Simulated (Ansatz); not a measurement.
LiAl₃:
```yaml
crystal:
  lattice:
    - [3.96408, 0.00000, 0.00000]
    - [0.00000, 3.96408, 0.00000]
    - [0.00000, 0.00000, 3.96408]
  atoms:
    - { symbol: Li, position: [0.00000, 0.00000, 0.00000] }
    - { symbol: Al, position: [0.50000, 0.50000, 0.00000] }
    - { symbol: Al, position: [0.00000, 0.50000, 0.50000] }
    - { symbol: Al, position: [0.50000, 0.00000, 0.50000] }
```

Relaxed with LDA. Special points in fractions of this cell's reciprocal vectors: Γ (0.000, 0.000, 0.000); X (0.000, 0.500, 0.000); M (0.500, 0.500, 0.000); R (0.500, 0.500, 0.500).

Task: List the band energies nearest the Fermi level at these points for plane-wave PAW LDA (Ansatz code).

Result: In eV from the Fermi level; about four levels below and three above (degenerate sets whole), none deeper than 8.9 eV; points with the same levels are listed once.

```json
[
 {"k": "Γ", "below": "-2.02 -2.02 -2.02 -0.70 -0.70", "above": "1.30 6.43 6.43 6.43"},
 {"k": "X", "below": "-8.54 -7.12 -0.24 -0.24", "above": "0.60 0.60 1.09"},
 {"k": "M", "below": "-6.51 -5.95 -5.95 -3.82", "above": "1.52 2.28 2.28"},
 {"k": "R", "below": "-3.89 -3.89 -3.89 -3.44 -3.44 -3.44", "above": "1.05 12.03 12.03 12.03"}
]
```

Space group Pm-3m (Cu3Au type). The workflow started from a Materials Project entry (that database holds measured and hypothetical structures alike); the Crystallography Open Database copy checked does not list it. With Li and Al taken as one species the cell has the higher symmetry Fm-3m, so it may be an ordered model of a mixed-site phase. Whether it is the stable phase at ambient conditions was not checked. The cell was relaxed with LDA under the symmetry of its start; of distortions, only those at the zone centre were tested.

Potentials: the later of the program's two PAW sets.
